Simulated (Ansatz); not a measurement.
**Hf: stationary points along a deformation path**

All numbers below come from Ansatz 0.2.0, DFT LDA, scalar-relativistic, plane waves, PAW. The runs took a 420 eV cutoff, a Γ-centred 20×20×20 mesh and Gaussian smearing (0.15 eV). Spin–orbit coupling is left out, which can shift energies with elements as heavy as these. No spin polarisation. Energies are free energies at this smearing, counted from the undisturbed cell; pressure is positive in compression.

Zero of the scan (as given, not relaxed at this level; it stands at -5.7 GPa; this fcc form isn't the usual structure):

```xyz
1
Lattice="0.0000 2.2200 2.2200 2.2200 0.0000 2.2200 2.2200 2.2200 0.0000" Properties=species:S:1:pos:R:3 pbc="T T T"
Hf    0.0000    0.0000    0.0000
```

At fixed volume and fractional coordinates, lengths along (0.000, 0.000, 1.000) are scaled against those across it; ρ is that ratio over its starting value. V = 21.882 Å³/atom. Δσ is the stress along the axis less the mean stress across it (compression positive).

```csv
ρ,ΔE (meV/atom),Δσ (GPa),space group
0.707,93.0,-0.01,Im-3m
0.850,47.7,4.82,I4/mmm
1.000,0.0,0.00,Fm-3m
1.200,73.6,-8.49,I4/mmm
1.414,254.6,-17.48,I4/mmm
```

How does the stress give the slope of the energy, and where is the energy stationary?

Along the path d ln(length) is 2/3 d ln ρ on the axis and −1/3 d ln ρ across it, so dE/d ln ρ = −(2/3) V Δσ: the energy falls with ρ where Δσ is positive. Δσ vanishes or changes sign at ρ = 0.707 (Im-3m, an end of the scan), at 93.0 meV/atom; at ρ = 1.000 (Fm-3m), a minimum at 0.0 meV/atom. Pairs of stationary points between two samples would go unseen, and could change a minimum read from distant neighbours into a maximum. At ρ = 0.707, 1.000 the cell is cubic, where symmetry alone makes the stress isotropic and the slope zero.

In a metal these slopes depend on the k mesh and the smearing.